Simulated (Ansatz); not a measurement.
A comparison from first-principles data. An acoustic mirror alternates quarter-wave layers of high and low impedance; the larger the ratio, the fewer layers.

The yardstick is bcc Mo. Each row is paired with the reference. Frequency 2 GHz, 3 pairs, polycrystalline averages.

Computed with Ansatz, a plane-wave PAW program. density: PBE, relaxed cell; longitudinal speed: PBE, elastic tensor, Hill average.

Runs started from generated or typed cells of the structure named: bcc Mo; bcc Nb. Spin–orbit coupling is left out unless named.

| crystal | density (g/cm³) | v_l (km/s) |
|---|---|---|
| 4H-ZnS | 4.01 | 5.32 |
| bcc Mo, reference | 10.09 | 6.43 |
| 4H-SiC | 3.17 | 12.05 |
| bcc Nb | 8.52 | 4.93 |

Definitions used: Z = ρ v_l; layer = v_l/4f; ratio = larger Z over smaller Z; isolation ≈ 20 × 3 × log₁₀(ratio), up to a constant set by the substrate.

Problem. Compute impedance, quarter wave, impedance ratio and isolation for 4H-ZnS, showing the steps.

Solution. 
Z = 4.01 × 5.32 = 21.33 MRayl; quarter wave: 5.32 km/s/(4 × 2 GHz) = 665 nm; impedance ratio: larger of 21.33/64.88 and its inverse = 3.042; isolation: 20 × 3 × log₁₀(3.042) = 29 dB.

Problem. Rank all rows by impedance ratio, highest first.

Solution. The same steps for every row:

| crystal | impedance (MRayl) | quarter wave (nm) | impedance ratio | isolation (dB) |
|---|---|---|---|---|
| 4H-ZnS | 21.33 | 665 | 3.042 | 29 |
| bcc Mo, reference | 64.88 | 804 | 1.000 | 0 |
| 4H-SiC | 38.20 | 1510 | 1.698 | 14 |
| bcc Nb | 42.00 | 616 | 1.545 | 11 |

By impedance ratio (highest first): 4H-ZnS (3.042 ± 0.19), 4H-SiC (1.698 ± 0.11), bcc Nb (1.545 ± 0.099). The ± follows from allowances picked for this note (density 4 %, longitudinal speed 5 %), carried to first order and added in quadrature, each row's own inputs moving alone; ≈ joins neighbours closer than their two ± added in quadrature. At the edge of that rule, so that a last digit could turn the call: 4H-SiC and bcc Nb.

Sputtered films are textured or amorphous and softer than these crystals; shear waves need a mirror of their own. Where several phases of a formula are at hand, those over 0.1 eV/atom above the lowest were not drawn (by r²SCAN where it compared them, else by the largest value; a layered or molecular lowest phase counts only with a dispersion term); other phases could lie lower still. Rows are a sample by related chemistry or structure, familiar materials first, kept where one row at least reaches a ratio of 2.5. Limits of the draw: impedance over 8 MRayl; for moduli and speeds, an anisotropy index under 2.5, no layered crystals; no unfamiliar magnets, and cubic perovskites only if shown or known to be stable. As a rule kept out of such tables: 4f compounds, open-shell compounds run without a Hubbard term, cells found unstable in the tests at hand, cells close to a higher symmetry, and runs set to a pressure or over 12 % in volume from the crystal's fullest run.
